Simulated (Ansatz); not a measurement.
## MgTiSiO5 — ²⁵Mg NMR of the central transition

Cell: a Materials Project structure (computed, not necessarily an observed phase), taken as it stands.

```yaml
crystal:
  lattice:
    - [5.19499, 0.00000, 0.00000]
    - [-1.67237, 5.16724, 0.00000]
    - [-1.47229, -2.43483, 6.49835]
  atoms:
    - { symbol: Mg, position: [0.83995, 0.71405, 0.29767] }
    - { symbol: Mg, position: [0.15376, 0.30565, 0.73751] }
    - { symbol: Ti, position: [0.48689, 0.00703, 0.50088] }
    - { symbol: Ti, position: [0.51001, 0.99515, 0.00218] }
    - { symbol: Si, position: [0.18888, 0.32205, 0.23090] }
    - { symbol: Si, position: [0.81096, 0.67537, 0.74498] }
    - { symbol: O, position: [0.47380, 0.35715, 0.15512] }
    - { symbol: O, position: [0.18878, 0.12949, 0.37972] }
    - { symbol: O, position: [0.53166, 0.64386, 0.82572] }
    - { symbol: O, position: [0.80612, 0.86675, 0.59523] }
    - { symbol: O, position: [0.80118, 0.37443, 0.60375] }
    - { symbol: O, position: [0.10617, 0.78149, 0.93351] }
    - { symbol: O, position: [0.19212, 0.62077, 0.36801] }
    - { symbol: O, position: [0.90819, 0.20153, 0.02609] }
    - { symbol: O, position: [0.39837, 0.07545, 0.73655] }
    - { symbol: O, position: [0.60117, 0.93114, 0.24025] }
```

Sites (sets of like atoms) are named by element and the number of their first atom in this list.

Computed with Ansatz: DFT, PBE, plane waves and PAW, scalar-relativistic, 420 eV cutoff, Γ-centred 5×5×4 k-points, Fermi–Dirac smearing 0.02 eV.

²⁵Mg has I = 5/2 and Q = 199.4 mb (Pyykkö 2018); at 11.7 T its Larmor frequency is ν₀ = 30.5 MHz. Only the quadrupole interaction is simulated: positions count from each site's isotropic chemical shift, and shift anisotropy, dipolar and J coupling are left out.

Task: Give C_Q, η, the quadrupolar product P_Q = |C_Q|(1 + η²/3)^½, the second-order isotropic shift and the breadth of the pattern (static powder) for each Mg site.

Result: 

| site | first shell | C_Q (MHz) | η | P_Q (MHz) | δ_QIS (ppm) | breadth (kHz) |
| --- | --- | --- | --- | --- | --- | --- |
| Mg1 | 5 O at 2.01–2.25 Å | 11.8 | 0.90 | 13.3 | -1133 | 259 |
| Mg2 | 4 O at 2.04–2.30 Å; also 4 O at 2.53–2.98 Å | 15.3 | 0.67 | 16.4 | -1724 | 383 |

δ_QIS = −(ν_Q²/30ν₀²)[I(I+1) − 3/4](1 + η²/3) × 10⁶ ppm with ν_Q = 3|C_Q|/[2I(2I−1)]; it falls as 1/B₀² in ppm, and the breadth as 1/B₀ in kHz.
